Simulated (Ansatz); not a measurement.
**Mo (dhcp): energy against volume**

These are results of Ansatz, DFT, PBEsol, plane waves (420 eV) with PAW, scalar-relativistic, not measurements. (PAW data from PBE, frozen cores regenerated.)

The cell is scaled uniformly from the relaxed one, with fractional coordinates and shape fixed. Energies are extrapolated to zero smearing, pressures are those at the given smearing. Magnetic state: spin not included.

A Birch-Murnaghan fit gives V₀ = 15.56 Å³/atom, B₀ = 258 GPa, B₀′ = 4.0.

(1) What are the energy above the minimum and the pressure at 13.706 Å³/atom?

(2) What are the energy above the minimum and the pressure at 14.329 Å³/atom?

(3) What are the energy above the minimum and the pressure at 16.198 Å³/atom?

## Answers

(1) 220.6 meV/atom and 42.43 GPa as computed.

(2) 90.5 meV/atom and 25.38 GPa as computed.

(3) 19.5 meV/atom and -9.29 GPa as computed.
